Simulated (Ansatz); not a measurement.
AlRh:
```
CELL_PARAMETERS angstrom
      2.97706     0.00000     0.00000
      0.00000     2.97706     0.00000
      0.00000     0.00000     2.97706
ATOMIC_POSITIONS crystal
  Al 0.50000 0.50000 0.50000
  Rh 0.00000 0.00000 0.00000
```

Relaxed with r²SCAN. Special points in fractions of this cell's reciprocal vectors: Γ (0.000, 0.000, 0.000); X (0.000, 0.500, 0.000); M (0.500, 0.500, 0.000); R (0.500, 0.500, 0.500).

List the band energies nearest the Fermi level at these points for DFT-r²SCAN in the program Ansatz with PAW potentials.

In eV from the Fermi level; about four levels below and three above (degenerate sets whole), none deeper than 8.9 eV; points with the same levels are listed once.

```
k                          below                  above
-  -----------------------------  ---------------------
Γ  -5.22 -5.22 -1.89 -1.89 -1.89         5.41 5.41 5.41
X        -4.47 -3.45 -3.45 -1.67  0.32 6.85 10.45 10.45
M  -3.09 -3.09 -2.75 -2.75 -0.56        3.68 4.75 10.62
R  -6.29 -6.29 -6.29 -0.48 -0.48    2.33 2.95 2.95 2.95
```

Space group Pm-3m (CsCl type). The cell is a constructed one: a structure type filled with these elements; the Crystallography Open Database copy checked does not list it. Whether it is the stable phase at ambient conditions was not checked. Symmetry was held in the r²SCAN relaxation; whether a distortion lowers the energy is not shown. No spin polarisation was allowed. Spin–orbit coupling is left out wherever it is not named.

Potentials: the earlier of the program's two PAW sets.
